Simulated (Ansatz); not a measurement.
A generated cell, in the space group of a known form (sites not compared), of TeRh: P6₃/mmc (No. 194), hP4, NiAs type; a = 4.007 Å, b = 4.007 Å, c = 5.605 Å, α = 90.00°, β = 90.00°, γ = 120.00°; Te 2c (0.333, 0.667, 0.250); Rh 2a (0.000, 0.000, 0.000). The numbers are results of PBEsol (plane waves to 420 eV, PAW, scalar-relativistic; Ansatz, a quantum-chemistry and plane-wave program), not measurements. Element references, the lowest calculated here: Te (P3₁21), Rh (Fm-3m).

### Question
Predict the formation energy of this P6₃/mmc form of TeRh from the elements from PBEsol.

### Answer
-0.32 eV/atom.

A lower structure of this composition may exist.

Static energies, no anion corrections, no zero-point energy. Values are rounded to 0.01 eV/atom. Not shown to be the ambient phase of their composition (a lower form may be missing, and a cell relaxed within its start's symmetry can be a saddle point): TeRh (P6₃/mmc). Spin-orbit coupling is missing from these energies, which matters for elements this heavy. The compounds carry no spin polarisation.
